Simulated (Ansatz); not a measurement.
Relaxed-ion elastic tensor of W (bcc (W type), Im-3m) in GPa (Voigt order), DFT-r²SCAN in the program Ansatz with PAW potentials; density 19.20 g/cm³, 15.90 Å³ per atom.

|  | 1 | 2 | 3 | 4 | 5 | 6 |
|---|---|---|---|---|---|---|
| 1 | 555 | 202 | 202 | 0.0 | 0.0 | 0.0 |
| 2 | 202 | 555 | 202 | 0.0 | 0.0 | 0.0 |
| 3 | 202 | 202 | 555 | 0.0 | 0.0 | 0.0 |
| 4 | 0.0 | 0.0 | 0.0 | 151 | 0.0 | 0.0 |
| 5 | 0.0 | 0.0 | 0.0 | 0.0 | 151 | 0.0 |
| 6 | 0.0 | 0.0 | 0.0 | 0.0 | 0.0 | 151 |

Is the crystal mechanically stable?

Yes: the smallest eigenvalue of C is 151 GPa.

Work out the Voigt, Reuss and Hill averages.

K_V = 320, K_R = 320, K_H = 320; G_V = 161, G_R = 160, G_H = 161 GPa.

Give Young's modulus, Poisson's ratio, Pugh's ratio and the universal anisotropy index.

E = 9KG/(3K + G) = 413 GPa; ν = 0.28; K/G = 1.99 (ductile by the Pugh limit of 1.75); A_U = 5G_V/G_R + K_V/K_R − 6 = 0.03.

Estimate the sound speeds and the Debye temperature.

v_l = √((K + 4G/3)/ρ) = 5280 m/s, v_t = √(G/ρ) = 2890 m/s, mean 3230 m/s; Θ = (h/k)(3n/4πV)^(1/3) v_m = 382 K.

Give the Zener ratio and Young's modulus along [100], [110] and [111].

A = 2C44/(C11 − C12) = 0.86; 1/E = S11 − 2(S11 − S12 − S44/2)Γ with Γ = 0, 1/4, 1/3 gives 447, 404, 392 GPa.

Solve the Christoffel equation for the three sound speeds along [100], [110], [111].

Eigenvalues of C_ijkl n_j n_l equal ρv². In km/s, slowest first: [100] 2.81, 2.81, 5.38; [110] 2.81, 3.03, 5.25; [111] 2.96, 2.96, 5.21.

The cell was relaxed with r²SCAN under the symmetry of its start. The run is not spin-polarised. As this level gives no gap, shear constants depend on the k-mesh and smearing (Fermi–Dirac, 0.1 eV here). Scalar-relativistic: spin–orbit coupling is off unless named, which matters more the heavier the elements.

Potentials: the later of the program's two PAW sets.
